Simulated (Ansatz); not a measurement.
Relaxed-ion elastic tensor of Mo (bcc (W type), space group No. 229) in GPa (Voigt order), the program Ansatz at the r²SCAN level (PAW); density 10.19 g/cm³, 15.63 Å³ per atom.

```
493  162  162  0.0  0.0  0.0
162  493  162  0.0  0.0  0.0
162  162  493  0.0  0.0  0.0
0.0  0.0  0.0  106  0.0  0.0
0.0  0.0  0.0  0.0  106  0.0
0.0  0.0  0.0  0.0  0.0  106
```

Q: Is the crystal mechanically stable?

A: Yes: the smallest eigenvalue of C is 106 GPa.

Q: Work out the Voigt, Reuss and Hill averages.

A: K_V = 272, K_R = 272, K_H = 272; G_V = 130, G_R = 124, G_H = 127 GPa.

Q: Give Young's modulus, Poisson's ratio, Pugh's ratio and the universal anisotropy index.

A: E = 9KG/(3K + G) = 329 GPa; ν = 0.30; K/G = 2.15 (ductile by the Pugh limit of 1.75); A_U = 5G_V/G_R + K_V/K_R − 6 = 0.25.

Q: Estimate the sound speeds and the Debye temperature.

A: v_l = √((K + 4G/3)/ρ) = 6580 m/s, v_t = √(G/ρ) = 3530 m/s, mean 3940 m/s; Θ = (h/k)(3n/4πV)^(1/3) v_m = 469 K.

Q: Give the Zener ratio and Young's modulus along [100], [110] and [111].

A: A = 2C44/(C11 − C12) = 0.64; 1/E = S11 − 2(S11 − S12 − S44/2)Γ with Γ = 0, 1/4, 1/3 gives 414, 305, 281 GPa.

Q: Solve the Christoffel equation for the three sound speeds along [100], [110], [111].

A: Eigenvalues of C_ijkl n_j n_l equal ρv². In km/s, slowest first: [100] 3.22, 3.22, 6.96; [110] 3.22, 4.03, 6.52; [111] 3.78, 3.78, 6.37.

Space group Im-3m (bcc (W type)). Symmetry was held in the r²SCAN relaxation. No spin polarisation was allowed. As this level gives no gap, shear constants depend on the k-mesh and smearing (Fermi–Dirac, 0.1 eV here).

Potentials: the later of the program's two PAW sets.
